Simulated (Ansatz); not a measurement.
SnGe:
```
CELL_PARAMETERS angstrom
      3.61134     0.00000     0.00000
      0.00000     3.61134     0.00000
      0.00000     0.00000     3.61134
ATOMIC_POSITIONS crystal
  Sn 0.00000 0.00000 0.00000
  Ge 0.50000 0.50000 0.50000
```

Relaxed with PBE. Special points in fractions of this cell's reciprocal vectors: Γ (0.000, 0.000, 0.000); X (0.000, 0.500, 0.000); M (0.500, 0.500, 0.000); R (0.500, 0.500, 0.500).

List the band energies nearest the Fermi level at these points for the program Ansatz at the PBE with spin–orbit coupling level (PAW).

In eV from the Fermi level; about four levels below and three above (degenerate sets whole), none deeper than 8.9 eV; … stands for higher levels left out; points with the same levels are listed once.

| k | below | above |
|---|---|---|
| Γ | -0.29 -0.29 -0.29 -0.29 | 4.21 4.21 4.21 4.21 |
| X | -8.52 -8.52 | 1.71 1.71 2.05 2.05 |
| M | -4.66 -4.66 -4.57 -4.57 | 3.04 3.04 4.74 4.74 |
| R | -1.25 -1.25 -1.25 -1.25 | 17.46 17.46 … |

Space group Pm-3m (CsCl type). The cell is a constructed one: a structure type filled with these elements; neither database checked (COD, Materials Project) lists it. Whether it is the stable phase at ambient conditions was not checked. The cell was relaxed with PBE under the symmetry of its start; whether a distortion lowers the energy is not shown.

Potentials: the earlier of the program's two PAW sets.
